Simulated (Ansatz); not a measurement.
BaAg₂As₂:
```cif
data_Ag2As2Ba
_chemical_formula_sum 'Ba1 Ag2 As2'
_space_group_name_H-M_alt 'P 1'
_space_group_IT_number 1
_cell_length_a 6.55978
_cell_length_b 6.55978
_cell_length_c 6.55978
_cell_angle_alpha 139.090
_cell_angle_beta 139.090
_cell_angle_gamma 59.238
loop_
_space_group_symop_operation_xyz
  'x, y, z'
loop_
_atom_site_label
_atom_site_type_symbol
_atom_site_fract_x
_atom_site_fract_y
_atom_site_fract_z
_atom_site_occupancy
Ba1 Ba 0.00000 0.00000 0.00000 1
Ag1 Ag 0.75000 0.25000 0.50000 1
Ag2 Ag 0.25000 0.75000 0.50000 1
As1 As 0.38429 0.38429 0.00000 1
As2 As 0.61571 0.61571 0.00000 1
```

Relaxed with PBE.

### Question
Which orbitals make up the states near the Fermi level in PBE in the plane-wave PAW code Ansatz?

### Answer
Within 0.5 eV of the Fermi level: As 4p 59 %, Ag 5s 8 %, Ag 4d 7 %, As 4s 5 %, outside the projected shells 19 %. Projections are on Löwdin-orthogonalised atomic valence shells; empty p or d shells of many metals are not among them.

### Question
Tabulate the density of states.

### Answer
States/eV per cell of 5 atoms, in 0.25 eV bins, energy from the Fermi level.

```
E (eV)  total  Ag 4d  As 4p  Ag 5s
------  -----  -----  -----  -----
-7.85    0.00   0.00   0.00   0.00
-7.60    0.00   0.00   0.00   0.00
-7.35    0.00   0.00   0.00   0.00
-7.10    0.00   0.00   0.00   0.00
-6.85    0.00   0.00   0.00   0.00
-6.60    0.00   0.00   0.00   0.00
-6.35    0.00   0.00   0.00   0.00
-6.10    0.31   0.13   0.13   0.04
-5.85    1.68   0.92   0.58   0.14
-5.60    5.42   3.42   1.36   0.49
-5.35   11.09   8.24   2.22   0.41
-5.10   12.58  10.33   1.75   0.22
-4.85   15.45  13.50   1.48   0.21
-4.60   17.28  15.85   0.96   0.20
-4.35   14.24  13.36   0.47   0.19
-4.10    3.98   3.02   0.59   0.20
-3.85    2.65   1.65   0.65   0.17
-3.60    2.07   0.80   0.85   0.14
-3.35    1.73   0.53   0.77   0.14
-3.10    1.90   0.50   0.91   0.20
-2.85    2.78   0.83   1.29   0.36
-2.60    2.73   0.84   1.31   0.35
-2.35    3.02   0.66   1.85   0.21
-2.10    4.76   0.90   3.18   0.19
-1.85    4.54   0.84   3.11   0.11
-1.60    2.56   0.43   1.72   0.10
-1.35    2.09   0.33   1.37   0.10
-1.10    1.86   0.27   1.24   0.09
-0.85    1.55   0.21   1.06   0.07
-0.60    1.28   0.17   0.88   0.06
-0.35    1.14   0.13   0.77   0.06
-0.10    1.48   0.11   0.93   0.08
0.15     2.54   0.14   1.46   0.21
0.40     2.13   0.13   1.14   0.22
0.65     1.69   0.10   0.86   0.20
0.90     1.01   0.04   0.36   0.18
1.15     0.89   0.03   0.25   0.18
1.40     0.90   0.02   0.20   0.21
1.65     1.33   0.02   0.20   0.32
1.90     2.35   0.05   0.40   0.52
2.15     2.78   0.05   0.54   0.59
2.40     3.59   0.07   0.64   0.76
2.65     3.60   0.06   0.57   0.66
2.90     4.02   0.06   0.66   0.51
3.15     4.10   0.05   0.62   0.34
3.40     3.55   0.04   0.47   0.29
3.65     4.08   0.04   0.50   0.33
3.90     5.17   0.04   0.58   0.40
```

Space group I4/mmm. The workflow started from an entry of the Crystallography Open Database (COD, 295 K). Its standing as an ambient phase is unchecked. The PBE relaxation kept the symmetry of its start; whether a distortion lowers the energy is not shown. The run is not spin-polarised. Scalar-relativistic: spin–orbit coupling is off unless named, which matters more the heavier the elements.

Potentials: the later of the program's two PAW sets.
